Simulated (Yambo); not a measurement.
Yambo run on RbSO₂F (space group P2_1/m, No. 11). The wavefunctions are norm-conserving LDA (Quantum ESPRESSO, 84 Ry, without SOC) ones on a 2×2×2 mesh (34 occupied bands); a = 4.8856 Å, b = 6.0300 Å, c = 7.4003 Å, α = γ = 90.00°, β = 107.79°.

Yambo input:

```
rim_cut
HF_and_locXC
RandQpts= 1000000
RandGvec= 1 Ry
EXXRLvcs= 84 Ry
VXCRLvcs= 336 Ry
% QPkrange
 1 | 1 | 34 | 35 |
 2 | 2 | 34 | 35 |
 4 | 4 | 34 | 35 |
 5 | 5 | 34 | 35 |
 6 | 6 | 34 | 35 |
 7 | 7 | 34 | 35 |
 8 | 8 | 34 | 35 |
%
```

k points by index: 1 = Γ, 2 = (0, 0, -0.5), 4 = (0, -0.5, -0.5), 5 = (-0.5, 0, 0), 6 = (-0.5, 0, -0.5), 7 = (-0.5, -0.5, 0), 8 = (-0.5, -0.5, -0.5).

Table of the .hf output:

```
#    K-point    Band    Eo [eV]    Ehf [eV]    Vxc [eV]    Vnlxc [eV]
#
    1    34    -0.318229    -5.068953    -17.38125    -22.13197
    1    35    5.027710    10.12873    -16.55305    -11.45203
    2    34    -0.218557    -4.996805    -17.73998    -22.51823
    2    35    4.966711    9.969098    -16.19935    -11.19696
    4    34    -0.286096    -5.061560    -17.53820    -22.31366
    4    35    5.006527    10.09640    -16.56386    -11.47399
    5    34    -0.057941    -4.728711    -17.71453    -22.38530
    5    35    4.026287    8.633502    -15.07167    -10.46446
    6    34    0.000000    -4.709301    -17.95719    -22.66649
    6    35    4.028218    8.633992    -15.08371    -10.47794
    7    34    -0.039097    -4.736467    -17.81410    -22.51147
    7    35    4.122658    8.786909    -15.25527    -10.59102
    8    34    -0.021793    -4.726178    -17.85013    -22.55451
    8    35    4.090042    8.743122    -15.07714    -10.42406
```
Exchange alone, without screening.

Geometry of the Materials Project entry, not relaxed at this level.
